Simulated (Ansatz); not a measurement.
Here is the system:

SnS2:
```cif
data_S8Sn4
_chemical_formula_sum 'Sn4 S8'
_space_group_name_H-M_alt 'P 1'
_space_group_IT_number 1
_cell_length_a 7.32437
_cell_length_b 7.32437
_cell_length_c 7.32437
_cell_angle_alpha 60.000
_cell_angle_beta 60.000
_cell_angle_gamma 60.000
loop_
_space_group_symop_operation_xyz
  'x, y, z'
loop_
_atom_site_label
_atom_site_type_symbol
_atom_site_fract_x
_atom_site_fract_y
_atom_site_fract_z
_atom_site_occupancy
Sn1 Sn 0.12500 0.62500 0.62500 1
Sn2 Sn 0.62500 0.62500 0.12500 1
Sn3 Sn 0.62500 0.12500 0.62500 1
Sn4 Sn 0.62500 0.62500 0.62500 1
S1 S 0.87005 0.37665 0.37665 1
S2 S 0.87335 0.87335 0.37995 1
S3 S 0.37665 0.87005 0.37665 1
S4 S 0.87335 0.87335 0.87335 1
S5 S 0.37665 0.37665 0.37665 1
S6 S 0.87335 0.37995 0.87335 1
S7 S 0.37665 0.37665 0.87005 1
S8 S 0.37995 0.87335 0.87335 1
```

This is the PBEsol-relaxed structure.

Task: All from the program Ansatz at the PBEsol level (PAW), unless another level is named. Estimate the Young's modulus.

Result: 66.8 GPa.

Task: Next, the elastic constants (relaxed ions, GPa)?

Result: C11 = 66.3, C12 = 28.6, C44 = 34.7.

Space group Fd-3m. The first step of the workflow began from a Materials Project structure, measured or hypothetical; the Crystallography Open Database copy checked does not list it. It is not the phase usual at ambient conditions (space group No. 164). The cell was relaxed with PBEsol under the symmetry of its start; its stability against distortions is not shown here. Scalar-relativistic: spin–orbit coupling is off unless named, which matters more the heavier the elements.

Potentials: the later of the program's two PAW sets.
